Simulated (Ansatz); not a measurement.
GaN (zinc blende, F-43m), LDA (plane waves, PAW; program Ansatz). The conduction-band minimum lies at Γ, with 1 equivalent valley. Second derivatives d²E/dk² of the lowest band at one valley (eV·Å²), along Cartesian directions:

```tsv
direction	d²E/dk²
[100]	43.10
[010]	43.10
[001]	43.10
[110]	43.08
[101]	43.08
[011]	43.08
```

Task: Find the principal effective masses, the density-of-states mass and the conductivity mass.

Result: Off-diagonal terms follow from H_xy = H[110] − (H_xx + H_yy)/2, and m*/mₑ = 7.620 eV·Å² over each eigenvalue: 0.18, 0.18, 0.18. One valley's DOS mass (m₁m₂m₃)^(1/3) = 0.18, conductivity mass 3/(Σ 1/mᵢ) = 0.18 mₑ.

Task: What effective density of states Nc follows at 300 K for parabolic valleys?

Result: Nc = 2.509e19 × 1 × (0.18)^(3/2) ≈ 1.9e18 cm⁻³.

Task: With the computed static dielectric constant 10.1 (mean of the diagonal), estimate a hydrogenic donor's binding energy and radius.

Result: E = 13.606 eV × 0.18/10.1² ≈ 24 meV; a = 0.529 Å × ε/m* ≈ 30 Å. Semilocal masses tend to be too small where the gap is.

Task: With ε∞ = 5.77 and ω_LO = 731 cm⁻¹, what Fröhlich coupling constant follows?

Result: α = (1/ε∞ − 1/ε0) √(m* × 13.606 eV/ħω_LO) = 0.39.

Symmetry was held in the LDA relaxation; phonons on a q-mesh show no instability. Spin–orbit coupling is left out wherever it is not named.

Potentials: the later of the program's two PAW sets.
